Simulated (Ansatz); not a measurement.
InSb:
```yaml
crystal:
  lattice:
    - [4.63752, 0.00000, 0.00000]
    - [-2.31876, 4.01621, 0.00000]
    - [0.00000, 0.00000, 10.18180]
  atoms:
    - { symbol: In, position: [0.00000, 0.49960, 0.66667] }
    - { symbol: In, position: [0.50040, 0.50040, 0.00000] }
    - { symbol: In, position: [0.49960, 0.00000, 0.33333] }
    - { symbol: Sb, position: [0.00000, 0.49977, 0.16667] }
    - { symbol: Sb, position: [0.50023, 0.50023, 0.50000] }
    - { symbol: Sb, position: [0.49977, 0.00000, 0.83333] }
```

Relaxed with r²SCAN. Special points in fractions of this cell's reciprocal vectors: Γ (0.000, 0.000, 0.000); M (0.500, 0.000, 0.000); K (0.333, 0.333, 0.000); A (0.000, 0.000, 0.500); L (0.500, 0.000, 0.500); H (0.333, 0.333, 0.500).

Problem. List the band energies nearest the Fermi level at these points for DFT-r²SCAN in the program Ansatz with PAW potentials.

Solution. In eV from the Fermi level; about four levels below and three above (degenerate sets whole), none deeper than 8.9 eV; points with the same levels are listed once.

```
k                    below                above
-  -----------------------  -------------------
Γ  -0.77 -0.67 -0.67 -0.51       0.08 1.53 1.53
M  -2.16 -1.67 -1.49 -1.40       0.42 0.73 1.60
K  -2.02 -1.48 -1.48 -0.10  2.02 2.02 4.13 4.13
A  -0.64 -0.61 -0.61 -0.26       1.27 1.27 1.61
L  -2.15 -2.01 -1.75 -1.55       0.90 1.38 2.35
H  -3.19 -3.19 -1.78 -1.16       1.95 1.95 2.15
```

Space group P6_422. The start of the workflow was typed in or built on a structure type; neither database checked (COD, Materials Project) lists it. It is not the phase usual at ambient conditions (space group No. 216). Symmetry was held in the r²SCAN relaxation; its stability against distortions is not shown here. Point labels and valley counts follow the cell and symmetry of the run, lower than the named group. The Fermi level of a semimetal is unsure by some 0.05 eV on such meshes. Scalar-relativistic: spin–orbit coupling is off unless named, which matters more the heavier the elements.

Potentials: the earlier of the program's two PAW sets.
